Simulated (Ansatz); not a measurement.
VPt$_{3}$:
```
CELL_PARAMETERS angstrom
      1.37305     0.79273     9.03050
     -1.37305     0.79273     9.03050
      0.00000    -1.58546     9.03050
ATOMIC_POSITIONS crystal
  V  0.00000 0.00000 0.00000
  Pt 0.25617 0.25617 0.25617
  Pt 0.74383 0.74383 0.74383
  Pt 0.50000 0.50000 0.50000
```

Relaxed with r²SCAN. Special points in fractions of this cell's reciprocal vectors: Γ (0.000, 0.000, 0.000); T (0.500, 0.500, 0.500); H2 (0.828, 0.172, 0.500); H0 (0.500, -0.172, 0.172); L (0.500, 0.000, 0.000); S0 (0.336, -0.336, 0.000); S2 (0.664, 0.000, 0.336); F (0.500, 0.000, 0.500).

Question: List the band energies nearest the Fermi level at these points for plane-wave PAW r²SCAN (Ansatz code).

Answer: In eV from the Fermi level; about four levels below and three above (degenerate sets whole), none deeper than 8.9 eV; points with the same levels are listed once.

```json
[
 {"k": "Γ", "below": "-1.17 -0.92 -0.92 -0.18", "above": "0.44 0.44 1.94 1.94"},
 {"k": "T", "below": "-1.90 -1.90 -0.79 -0.74 -0.74", "above": "0.41 0.41 1.89 1.89"},
 {"k": "H2", "below": "-2.94 -2.40 -2.33 -0.90", "above": "0.27 0.32 0.56"},
 {"k": "L", "below": "-1.13 -1.07 -0.02 0.00", "above": "0.03 0.46 1.67"},
 {"k": "S0", "below": "-2.92 -2.41 -2.33 -0.91", "above": "0.29 0.29 0.56"},
 {"k": "F", "below": "-1.38 -1.34 -0.26 -0.03", "above": "0.00 0.45 0.72"}
]
```

Space group R-3m. The first step of the workflow began from a Materials Project structure, measured or hypothetical; the Crystallography Open Database copy checked does not list it. COD files the formula under space group No. 139, 221. Whether it is the stable phase at ambient conditions was not checked. The cell was relaxed with r²SCAN under the symmetry of its start; its stability against distortions is not shown here. The run is not spin-polarised. Scalar-relativistic: spin–orbit coupling is off unless named, which matters more the heavier the elements.

Potentials: the later of the program's two PAW sets.
